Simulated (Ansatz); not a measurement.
PbS:
```yaml
crystal:
  lattice:
    - [4.12334, 0.00000, 0.00000]
    - [-2.06167, 3.57092, 0.00000]
    - [0.00000, 0.00000, 7.33317]
  atoms:
    - { symbol: Pb, position: [0.00000, 0.00000, 0.00000] }
    - { symbol: Pb, position: [0.00000, 0.00000, 0.50000] }
    - { symbol: S, position: [0.33333, 0.66667, 0.75000] }
    - { symbol: S, position: [0.66667, 0.33333, 0.25000] }
```

r²SCAN in the plane-wave PAW code Ansatz gives a gap of 0.24 eV without spin–orbit coupling, maximum at Γ, minimum at M.

**Question.** What happens when spin–orbit coupling is switched on?

**Answer.** The gap closes at this level.

**Question.** Give the Z2 indices of the occupied bands with spin–orbit coupling.

**Answer.** 1;(000).

Space group P6_3/mmc (NiAs type). The workflow started from a Materials Project entry (that database holds measured and hypothetical structures alike); the Crystallography Open Database copy checked does not list it. It is not the phase usual at ambient conditions (space group No. 225). The cell was relaxed with r²SCAN under the symmetry of its start; its stability against distortions is not shown here.

Potentials: the later of the program's two PAW sets.
